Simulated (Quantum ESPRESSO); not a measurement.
**Band energies of BaAlSiH at +2 % biaxial strain**

```xyz
4
Lattice="4.3851 0.0000 0.0000 -2.1926 3.7976 0.0000 0.0000 0.0000 4.9758" Properties=species:S:1:pos:R:3 pbc="T T T"
H      2.1926     1.2659     0.6018
Al     2.1926     1.2659     2.3488
Si     0.0000     2.5318     2.7056
Ba     0.0000     0.0000     0.0307
```

PBEsol (Quantum ESPRESSO, PseudoDojo norm-conserving, 72 Ry, without SOC); path ΓMKΓALHA,LM,KH; energies in eV from the valence-band maximum.

```csv
k (1/Å),point,band 5,band 6,band 7,band 8,band 9,band 10,band 11,band 12
0.00,Γ,-8.78,-3.97,-0.78,-0.78,-0.62,0.96,2.87,2.87
0.35,,-8.22,-4.38,-1.99,-0.99,-0.60,1.36,2.84,3.21
0.71,,-7.02,-5.61,-2.83,-1.26,-0.61,0.71,2.46,3.01
0.83,M,-6.80,-5.84,-2.89,-1.29,-0.61,0.64,2.45,2.97
1.07,,-6.69,-5.71,-2.93,-2.14,-0.54,0.94,2.42,3.54
1.30,K,-6.51,-5.60,-3.21,-2.45,-0.67,1.03,2.82,3.43
1.52,,-6.89,-5.40,-2.86,-2.36,-0.57,1.16,2.28,3.62
1.84,,-8.00,-4.55,-2.10,-1.44,-0.56,1.91,2.32,2.46
2.15,,-8.73,-4.00,-1.01,-0.80,-0.61,1.22,2.70,2.90
2.26,Γ,-8.78,-3.97,-0.78,-0.78,-0.62,0.96,2.87,2.87
2.58,,-8.30,-4.51,-0.60,-0.60,-0.38,1.34,1.95,1.95
2.89,A,-7.73,-5.15,-0.38,-0.38,0.00,1.48,1.48,1.51
3.20,,-7.64,-4.81,-2.21,-1.06,-0.51,1.43,2.58,2.95
3.62,,-7.29,-5.06,-3.30,-1.81,-0.82,1.46,3.84,4.69
3.72,L,-7.25,-5.14,-3.31,-1.84,-0.80,1.47,3.83,4.65
3.96,,-7.09,-5.43,-3.19,-2.05,-0.67,2.38,3.58,4.70
4.20,H,-6.84,-5.83,-3.08,-2.19,-0.51,3.12,3.91,4.21
4.29,,-6.91,-5.73,-3.10,-2.17,-0.55,3.20,3.58,4.32
4.67,,-7.50,-4.68,-3.01,-1.62,-0.74,1.99,3.02,3.32
4.96,,-7.70,-5.00,-1.41,-0.76,-0.18,1.49,1.98,2.40
5.15,A,-7.73,-5.15,-0.38,-0.38,0.00,1.48,1.48,1.51
5.15,L,-7.25,-5.14,-3.31,-1.84,-0.80,1.47,3.83,4.65
5.51,,-6.98,-5.62,-2.95,-1.53,-0.65,0.63,2.87,3.59
5.78,M,-6.80,-5.84,-2.89,-1.29,-0.61,0.64,2.45,2.97
5.78,K,-6.51,-5.60,-3.21,-2.45,-0.67,1.03,2.82,3.43
5.99,,-6.60,-5.66,-2.99,-2.67,-0.63,1.67,3.23,3.63
6.41,H,-6.84,-5.83,-3.08,-2.19,-0.51,3.12,3.91,4.21
```

The PBEsol gap is 0.55 eV; at least one edge lies off the plotted path, at a point of the SCF mesh. The smallest direct gap is 1.08 eV.

Geometry strained from the cell relaxed with PBEsol, atoms relaxed again.

The structure is a Materials Project entry; no match was found in the copy of COD used, and its stability was not checked.
